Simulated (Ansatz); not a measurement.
**Lattice vibrations of MgS at Γ at 40 GPa**

These are results of DFT LDA, scalar-relativistic, plane waves, PAW in Ansatz, not measurements. Plane waves to 420 eV; Γ-centred k mesh 8×8×8; fixed occupations. No spin polarisation. Phonons by linear response, acoustic sum rule imposed.

The cell, relaxed at 40 GPa:
```xyz
2
Lattice="0.0000 2.5032 2.5032 2.5032 0.0000 2.5032 2.5032 2.5032 0.0000" Properties=species:S:1:pos:R:3 pbc="T T T"
Mg    0.0000    0.0000    0.0000
S     3.7548    3.7548    3.7548
```

Other phases may be more stable at this pressure.

(1) Give the high-frequency dielectric tensor ε∞.

(2) Give the Born effective charges.

(3) How large is the static dielectric tensor with the ions free to move, and what share of it is ionic?

## Answers

(1)
```
4.52 0.00 0.00
0.00 4.52 0.00
0.00 0.00 4.52
```

(2)
```json
{"atom": "Mg (atom 1)", "Z*xx": "1.69", "Z*yy": "1.69", "Z*zz": "1.69", "mean": "1.68"}
{"atom": "S (atom 2)", "Z*xx": "-1.69", "Z*yy": "-1.69", "Z*zz": "-1.69", "mean": "-1.68"}
```

(3)
```
5.6 0.0 0.0
0.0 5.6 0.0
0.0 0.0 5.6
```
The ions give 19 % of its trace.

This zinc-blende form isn't the usual stable structure of the compound at low pressure.

Cost: 1 run of about 0.8 core-minutes, on Arm Neoverse N1 (shared hosts).